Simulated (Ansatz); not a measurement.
WO3 in space group Pbcm (No. 57; W on 4d, O on 4d, O on 4c, O on 4d), LDA (plane waves, PAW; program Ansatz), all energies at zero smearing, with the estimated change up to a 700 eV cutoff added, with one set of potentials and settings (totals compare only within such a set). Cell of 16 atoms (4 W, 12 O): -47187.074 eV.

```tsv
element	reference phase	E (eV/atom)
W	Im-3m, 1 atoms in the cell	-10129.8416
O	C2/m, 4 atoms in the cell, spin-polarised	-552.6518
```

Formation energy per atom, worked out: (-47187.074 − 4×(-10129.8416) − 12×(-552.6518))/16 = -2.243 eV/atom (-216 kJ per mol of atoms), at 0 K, without zero-point energy or fitted corrections.

The first step of the workflow began from a Materials Project structure, measured or hypothetical; the Crystallography Open Database copy checked does not list it. COD files the formula under space group No. 2, 14, 62, 129, 130, 191, so this cell is another polymorph or a model. Its standing as an ambient phase is unchecked. Symmetry was held in the LDA relaxation; of distortions, only those at the zone centre were tested, and some modes there are weakly imaginary. The run is not spin-polarised. No Hubbard U is applied. The references are the lowest solids computed at this level, not always the standard phases (solids in place of the gases). Spin–orbit coupling is left out wherever it is not named.

Potentials: the later of the program's two PAW sets.
